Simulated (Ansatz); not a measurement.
# Relaxing a structure of NaCl

The start is a relaxed NaCl cell with every coordinate shifted by Gaussian noise of σ = 0.45 Å. Cell shape, volume and atoms are optimised at zero target pressure with r2SCAN (plane waves to 500 eV, PAW, scalar-relativistic; Ansatz, an electronic-structure program). The first steps use a coarse 7×7×7 k-mesh.

The start:
```yaml
crystal:
  lattice:
    - [0.00000, 2.80386, 2.80386]
    - [2.80386, 0.00000, 2.80386]
    - [2.80386, 2.80386, 0.00000]
  atoms:
    - { symbol: Cl, position: [0.05643, 0.09773, 0.00945] }
    - { symbol: Na, position: [0.41596, 0.49652, 0.53402] }
```

Problem. What pressure does the first self-consistent step give?

Solution. +8.7 GPa (positive: the cell is compressed).

Problem. How much energy is released per atom?

Solution. 0.37 eV/atom.

Problem. Does it find its way back to the structure it was made from?

Solution. It returns to the parent structure, Fm-3m (No. 225).

Problem. How do the shortest distances between atoms change?

Solution. The closest pairs of elements (up to four, under 3.6 Å), start → end: Cl–Na 2.16 → 2.80 Å.

Problem. What band gap does the relaxed structure have at this level?

Solution. 5.97 eV, direct at Γ (no spin-orbit coupling).

It ends as:

```cif
data_Cl4Na4
_chemical_formula_sum 'Cl4 Na4'
_space_group_name_H-M_alt 'Fm-3m'
_space_group_IT_number 225
_space_group_name_Hall '-F 4 2 3'
_cell_length_a 5.60782
_cell_length_b 5.60782
_cell_length_c 5.60782
_cell_angle_alpha 90.000
_cell_angle_beta 90.000
_cell_angle_gamma 90.000
loop_
_atom_site_label
_atom_site_type_symbol
_atom_site_symmetry_multiplicity
_atom_site_Wyckoff_symbol
_atom_site_fract_x
_atom_site_fract_y
_atom_site_fract_z
_atom_site_occupancy
Cl1 Cl 4 b 0.50000 0.50000 0.50000 1
Na1 Na 4 a 0.00000 0.00000 0.00000 1
```
(The calculation used a cell of 2 atoms; values per cell refer to that cell.)

Final values are on a 10×10×10 k-mesh of the relaxed cell. No spin polarisation in the result.
